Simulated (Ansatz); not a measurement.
La₂Sb:
Space group I4/mmm (No. 139); a = 4.652 Å, b = 4.652 Å, c = 18.311 Å, α = 90.00°, β = 90.00°, γ = 90.00°

```
atom  site  symmetry       x       y       z
----  ----  --------  ------  ------  ------
La      4e       4mm  0.0000  0.0000  0.3209
La      4c      mmm.  0.0000  0.5000  0.0000
Sb      4e       4mm  0.0000  0.0000  0.1382
```
(The calculation used a cell of 6 atoms; values per cell refer to that cell.)

This is the r²SCAN-relaxed structure.

Problem. All from the program Ansatz at the r²SCAN level (PAW), unless another level is named. Give the electronic character.

Solution. metallic (no gap).

Problem. And the formation energy from the elements (no fitted shifts)?

Solution. -1073 meV/atom.

Problem. Next, the density of states at the Fermi level?

Solution. 1.4 states/eV per atom (mean over ±0.08 eV).

The workflow started from a Materials Project entry (that database holds measured and hypothetical structures alike); the Crystallography Open Database files this formula in space group No. 139, but the cells were not matched. Whether it is the stable phase at ambient conditions was not checked. The cell was relaxed with r²SCAN under the symmetry of its start; its stability against distortions is not shown here. The references are the lowest solids computed at this level, not always the standard phases. Spin–orbit coupling is left out wherever it is not named.

Potentials: the later of the program's two PAW sets.
